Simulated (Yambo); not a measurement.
Yambo run on Zn$_{2}$P$_{2}$O$_{7}$ (space group C2/m, No. 12). The wavefunctions come from this Quantum ESPRESSO step (LDA, PseudoDojo standard norm-conserving files, scalar-relativistic):

```
&CONTROL
  calculation = 'nscf'
  pseudo_dir = './pseudo'
  outdir = './out'
/
&SYSTEM
  ibrav = 0
  nat = 11
  ntyp = 3
  ecutwfc = 84.0
  ecutrho = 336.0
  occupations = 'fixed'
  force_symmorphic = .true.
  nbnd = 202
/
&ELECTRONS
  conv_thr = 1.1000000000000001e-08
  diago_full_acc = .true.
  diago_thr_init = 1e-08
/
ATOMIC_SPECIES
O 15.9990 O.upf
P 30.9738 P.upf
Zn 65.3800 Zn.upf
CELL_PARAMETERS angstrom
  3.326265000000  -4.194315000000   0.000000000000
  3.326265000000   4.194315000000   0.000000000000
 -1.160293000000   0.000000000000   4.408350000000
ATOMIC_POSITIONS crystal
O   0.626060000000   0.930200000000   0.277080000000
O   0.373940000000   0.069800000000   0.722920000000
O   0.069800000000   0.373940000000   0.722920000000
O   0.930200000000   0.626060000000   0.277080000000
O   0.380110000000   0.380110000000   0.212780000000
O   0.619890000000   0.619890000000   0.787220000000
O   0.000000000000   0.000000000000   0.000000000000
P   0.785450000000   0.785450000000   0.092920000000
P   0.214550000000   0.214550000000   0.907080000000
Zn   0.309340000000   0.690660000000   0.500000000000
Zn   0.690660000000   0.309340000000   0.500000000000
K_POINTS automatic
2 2 4 0 0 0
```

Yambo input:

```
rim_cut
gw0
dyson
el_el_corr
HF_and_locXC
ppa
em1d
RandQpts= 1000000
RandGvec= 1 Ry
EXXRLvcs= 84 Ry
VXCRLvcs= 336 Ry
Chimod= "HARTREE"
% BndsRnXp
 9 | 201 |
%
NGsBlkXp= 7 Ry
% LongDrXp
 1.0 | 1.0 | 1.0 |
%
PPAPntXp= 27.2114 eV
% GbndRnge
 1 | 201 |
%
GTermKind= "BG"
DysSolver= "n"
ExtendOut
% QPkrange
 1 | 1 | 46 | 47 |
 3 | 3 | 46 | 47 |
%
```

k points by index: 1 = Γ, 3 = (0, 0, -0.5).

Table of the .qp output:

```
#    K-point    Band    Eo [eV]    E [eV]    E-Eo [eV]    Vxc [eV]    Vnlxc [eV]    Sc|Eo [eV]    Sc|E [eV]    dSc/dw|Eo [eV]    Re(Z)    Im(Z)
#
    1    46    -0.485043    -1.783863    -1.298820    -21.43140    -27.48361    4.439320    4.753395    -6.579537    0.805285    -0.001127
    1    47    3.596787    4.898369    1.301582    -14.69726    -9.594382    -3.567981    -3.801295    -4.877471    0.848000    -0.837671E-3
    3    46    0.000000    -1.245698    -1.245698    -22.73794    -28.56013    4.281889    4.576490    -6.434793    0.808750    -0.001051
    3    47    5.748560    7.420694    1.672133    -16.25888    -10.61198    -3.650325    -3.974769    -5.279587    0.837505    -0.860382E-3
```
(The two width columns are left out.) Convergence of these settings isn't established.

Geometry of the Materials Project entry, not relaxed at this level.

The structure is a Materials Project entry; no match was found in the copy of COD used, and its stability was not checked.
